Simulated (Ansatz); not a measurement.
# Kick test of a cell of ZrTi3C4

The cell was found from a structure generator's guess, not taken from experiment.

Theory: Ansatz 0.2.0, DFT PBE, scalar-relativistic, plane waves, PAW. Settings: cutoff 420 eV, Γ-centred mesh 8×8×12 on the computed 8-atom cell, Gaussian smearing of 0.10 eV; no spin polarisation.

The cell below (8 atoms, space group Cmmm (No. 65)) is relaxed within its symmetry.

```yaml
crystal:
  lattice:
    - [3.13662, -4.43373, 0.00000]
    - [3.13662, 4.43373, 0.00000]
    - [0.00000, 0.00000, 3.14314]
  atoms:
    - { symbol: Zr, position: [0.50000, 0.50000, 0.00000] }
    - { symbol: Ti, position: [0.00000, 0.00000, 0.00000] }
    - { symbol: Ti, position: [0.00000, 0.50000, 0.50000] }
    - { symbol: Ti, position: [0.50000, 0.00000, 0.50000] }
    - { symbol: C, position: [0.75558, 0.24442, 0.00000] }
    - { symbol: C, position: [0.24442, 0.75558, 0.00000] }
    - { symbol: C, position: [0.76136, 0.76136, 0.50000] }
    - { symbol: C, position: [0.23864, 0.23864, 0.50000] }
```

For the test it was strained at random (σ = 1.5 % a component), the atoms were moved at random (σ = 0.05 Å), and all was relaxed again on a coarse 8×4×4 mesh (in the run’s order of axes) with 0.20 eV smearing, with no symmetry imposed.

Question: Is the structure stable against such a distortion?

Answer: It returns, within 1 meV/atom of the unmoved cell on that mesh and with the same symmetry when read at 0.1 Å. So it is stable against the distortions that fit this cell and that this random move excites. Modes that don't fit the cell aren't tested.
